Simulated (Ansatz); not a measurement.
ZrO2:
```
CELL_PARAMETERS angstrom
      0.00000     2.54470     2.54470
      2.54470     0.00000     2.54470
      2.54470     2.54470     0.00000
ATOMIC_POSITIONS crystal
  Zr 0.00000 0.00000 0.00000
  O  0.25000 0.25000 0.25000
  O  0.75000 0.75000 0.75000
```

Relaxed with r²SCAN.

Problem. Give the Bader charges and basin volumes of the independent atoms, plane-wave PAW r²SCAN (Ansatz code).

Solution. 

| atom | Bader charge (e) | Bader volume (Å³) |
|---|---|---|
| Zr1 | +2.72 | 9.7 |
| O2 | -1.36 | 11.6 |

Space group Fm-3m (fluorite). This is a known high-temperature phase of the composition, computed here at zero pressure and temperature. The r²SCAN relaxation kept the symmetry of its start; whether a distortion lowers the energy is not shown. No spin polarisation was allowed.

Potentials: the later of the program's two PAW sets.
